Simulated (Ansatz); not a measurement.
Here is the system:

CaHg:
Space group Pm-3m (No. 221); a = 3.755 Å, b = 3.755 Å, c = 3.755 Å, α = 90.00°, β = 90.00°, γ = 90.00°

```json
[
 {"atom": "Ca", "site": "1a", "symmetry": "m-3m", "x": "0.0000", "y": "0.0000", "z": "0.0000"},
 {"atom": "Hg", "site": "1b", "symmetry": "m-3m", "x": "0.5000", "y": "0.5000", "z": "0.5000"}
]
```

This is the r²SCAN-relaxed structure.

Problem. All from DFT-r²SCAN in the program Ansatz with PAW potentials, unless another level is named. Give the formation energy from the elements (no fitted shifts).

Solution. -0.59 eV/atom.

Problem. Give the density of states at the Fermi level.

Solution. 0.57 states/eV per atom (mean over ±0.08 eV).

The workflow started from a Materials Project entry (that database holds measured and hypothetical structures alike); the Crystallography Open Database copy checked does not list it. With Ca and Hg taken as one species the cell has the higher symmetry Im-3m, so it may be an ordered model of a mixed-site phase. Whether it is the stable phase at ambient conditions was not checked. Symmetry was held in the r²SCAN relaxation; whether a distortion lowers the energy is not shown. The references are the lowest solids computed at this level, not always the standard phases. Spin–orbit coupling is left out wherever it is not named.

Potentials: the later of the program's two PAW sets.
